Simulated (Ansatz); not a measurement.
## La3Tl: stiffness from a series of strains

```
CELL_PARAMETERS angstrom
5.06000 0.00000 0.00000
0.00000 5.06000 0.00000
0.00000 0.00000 5.06000
ATOMIC_POSITIONS crystal
La 0.00000 0.50000 0.50000
La 0.50000 0.00000 0.50000
La 0.50000 0.50000 0.00000
Tl 0.00000 0.00000 0.00000
```

Atom numbers follow the list: La1, La2, La3, Tl4.

The cell comes from COD entry 1522573, which wasn't checked; take it as a given geometry.

Spin–orbit coupling is left out, though it moves levels of the heavy atoms by tenths of an eV or more.

These are results of DFT, LDA, all-electron LAPW, scalar-relativistic in Ansatz 0.2.0, not measurements.

Numerical set-up: a Γ-centred 8×8×8 k mesh, Fermi–Dirac smearing of 0.08 eV, basis error target 0.5 meV/atom, no spin polarisation.

The strain is applied along the Cartesian axes of the cell as listed (the other components stay zero). Fractional coordinates are held (clamped ions).

σ is the change of stress from the unstrained cell, which is at -3.59 GPa; tension is positive, so slopes are stress–strain coefficients at that pressure. In a metal the k mesh adds noise.

Only quantities that a quadratic follows smoothly over the whole series are listed; rougher ones are left out.

| εzz | σzz (GPa) | σxx (GPa) |
| --- | --- | --- |
| -0.0200 | -1.05 | -0.52 |
| -0.0100 | -0.51 | -0.25 |
| 0.0000 | 0.00 | 0.00 |
| 0.0200 | 0.96 | 0.45 |

**Question.** Fit the series and read off the stiffness at zero strain.

**Answer.** Least-squares fits y = p0 + p1 x + p2 x² to the rows give σzz (GPa): p1 = 50.2, p2 = -120; σxx (GPa): p1 = 24.2, p2 = -89. So C11 = 50 GPa and C12 = 24 GPa, which gives B = (C11 + 2 C12)/3 = 33 GPa.

**Question.** One run, at εzz = 0.0100, is withheld. Predict its row.

**Answer.** The fits give 0.49, 0.23; the run gave 0.49, 0.23.
